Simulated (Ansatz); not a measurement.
A relaxed structure of ZnCu₂SnSe₄ is spoiled in several ways and relaxed again each time (noise and exchanges are one random draw each; pressure is positive under compression). Computed with PBE (plane waves to 420 eV, PAW, scalar-relativistic; Ansatz, a quantum-chemistry and plane-wave program).

Space group I-4 (No. 82); a = 5.764 Å, b = 5.764 Å, c = 11.526 Å, α = 90.00°, β = 90.00°, γ = 90.00°

```json
[
 {"atom": "Cu", "site": "2a", "symmetry": "-4..", "x": "0.0000", "y": "0.0000", "z": "0.0000"},
 {"atom": "Cu", "site": "2c", "symmetry": "-4..", "x": "0.0000", "y": "0.5000", "z": "0.2500"},
 {"atom": "Zn", "site": "2d", "symmetry": "-4..", "x": "0.5000", "y": "0.0000", "z": "0.2500"},
 {"atom": "Sn", "site": "2b", "symmetry": "-4..", "x": "0.0000", "y": "0.0000", "z": "0.5000"},
 {"atom": "Se", "site": "8g", "symmetry": "1", "x": "0.2597", "y": "0.2690", "z": "0.3698"}
]
```
(The calculation used a cell of 8 atoms; values per cell refer to that cell.)

```csv
change,first pressure (GPa),largest first force (eV/Å),released (eV/atom),moves,outcome,final group,E − E(parent) (eV/atom)
with every coordinate shifted by Gaussian noise of σ = 0.1 Å,1,1.9,0.05,5,returns to the parent,I-4,0.00
with every coordinate shifted by Gaussian noise of σ = 0.1 Å,2,2.1,0.09,4,returns to the parent,I-4,0.00
with one Cu and one Sn atom exchanged in a cell of 8 atoms,3,2.4,0.13,5,"same energy, other cell",I-42m,0.00
```

First-step values come from each run's starting, coarser k-mesh (5×5×6, 6×6×6). Each cell has its own k-point mesh; energy differences are given only to the digits this allows. No spin polarisation in the result.
